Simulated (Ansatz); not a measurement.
LaInPt$_{4}$ in space group F-43m (No. 216; La on 4a, In on 4d, Pt on 16e), plane-wave PAW PBE (Ansatz code), all energies at zero smearing, with the estimated change up to a 700 eV cutoff added, with one set of potentials and settings (totals compare only within such a set). Cell of 6 atoms (1 La, 1 In, 4 Pt): -61952.002 eV.

```json
[
 {"element": "La", "reference phase": "P6_3/mmc, 4 atoms in the cell", "E (eV/atom)": "-6250.3045"},
 {"element": "In", "reference phase": "I4/mmm, 1 atoms in the cell", "E (eV/atom)": "-5597.9156"},
 {"element": "Pt", "reference phase": "Fm-3m, 1 atoms in the cell", "E (eV/atom)": "-12524.7059"}
]
```

Formation energy per atom, worked out: (-61952.002 − 1×(-6250.3045) − 1×(-5597.9156) − 4×(-12524.7059))/6 = -0.826 eV/atom (-80 kJ per mol of atoms), at 0 K, without zero-point energy or fitted corrections.

The workflow started from a Materials Project entry (that database holds measured and hypothetical structures alike); the Crystallography Open Database copy checked does not list it. With La and In taken as one species the cell has the higher symmetry Fd-3m, so it may be an ordered model of a mixed-site phase. Whether it is the stable phase at ambient conditions was not checked. The cell was relaxed with PBE under the symmetry of its start; its stability against distortions is not shown here. No spin polarisation was allowed. The references are the lowest solids computed at this level, not always the standard phases. Spin–orbit coupling is left out wherever it is not named.

Potentials: the earlier of the program's two PAW sets.
